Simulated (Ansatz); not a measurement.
Input and command of a plane-wave DFT calculation in Ansatz:

```yaml
crystal:
  lattice:
    - [6.1920779126, 0.0, 0.0]
    - [0.0, 6.1920779126, 0.0]
    - [0.0, 0.0, 6.1920779126]
  atoms:
    - { symbol: Mn, position: [0.1210303304, 0.2113444665, 0.4584741013], spin: 1.26 }
    - { symbol: Mn, position: [0.3789696696, 0.7886555335, 0.9584741013], spin: 1.26 }
    - { symbol: Mn, position: [0.8789696696, 0.7113444665, 0.0415258987], spin: 1.26 }
    - { symbol: Mn, position: [0.4584741013, 0.1210303304, 0.2113444665], spin: 1.26 }
    - { symbol: Mn, position: [0.6210303304, 0.2886555335, 0.5415258987], spin: 1.26 }
    - { symbol: Mn, position: [0.9584741013, 0.3789696696, 0.7886555335], spin: 1.26 }
    - { symbol: Mn, position: [0.0415258987, 0.8789696696, 0.7113444665], spin: 1.26 }
    - { symbol: Mn, position: [0.5415258987, 0.6210303304, 0.2886555335], spin: 1.26 }
    - { symbol: Mn, position: [0.2113444665, 0.4584741013, 0.1210303304], spin: 1.26 }
    - { symbol: Mn, position: [0.7113444665, 0.0415258987, 0.8789696696], spin: 1.26 }
    - { symbol: Mn, position: [0.2886555335, 0.5415258987, 0.6210303304], spin: 1.26 }
    - { symbol: Mn, position: [0.7886555335, 0.9584741013, 0.3789696696], spin: 1.26 }
    - { symbol: Si, position: [0.062235829, 0.062235829, 0.062235829] }
    - { symbol: Si, position: [0.437764171, 0.937764171, 0.562235829] }
    - { symbol: Si, position: [0.937764171, 0.562235829, 0.437764171] }
    - { symbol: Si, position: [0.562235829, 0.437764171, 0.937764171] }
    - { symbol: Ni, position: [0.6958900111, 0.6958900111, 0.6958900111] }
    - { symbol: Ni, position: [0.8041099889, 0.3041099889, 0.1958900111] }
    - { symbol: Ni, position: [0.3041099889, 0.1958900111, 0.8041099889] }
    - { symbol: Ni, position: [0.1958900111, 0.8041099889, 0.3041099889] }
basis:
  ecutwfc: 420
kpoints:
  mp_grid: { grid: [6, 6, 6] }
hamiltonian:
  xc: pbesol
scf:
  occupations: { method: gaussian, width: 0.1 }
output:
  forces: true
  stress: true
  eigenvalues: true
  populations: true
magnetization:
  spin_polarized: true
```

```bash
ansatz run input.yaml --threads 4 --pin off --max-ram 7168MiB --backend cpu --events-out ev --progress --plain --runs-dir out
```

Processor: Arm Neoverse V2, 4 threads, on a host shared with other jobs.

**Question.** Estimate time, memory and problem size.

**Answer.** About 3 min on 4 threads of Arm Neoverse V2 (shared host), peak memory 2.1 GiB. It solves 170 bands at 24 k points (the mesh reduced by the symmetry that the task leaves, which can be less than the crystal's) with about 4697 plane waves, in 17 SCF iterations.
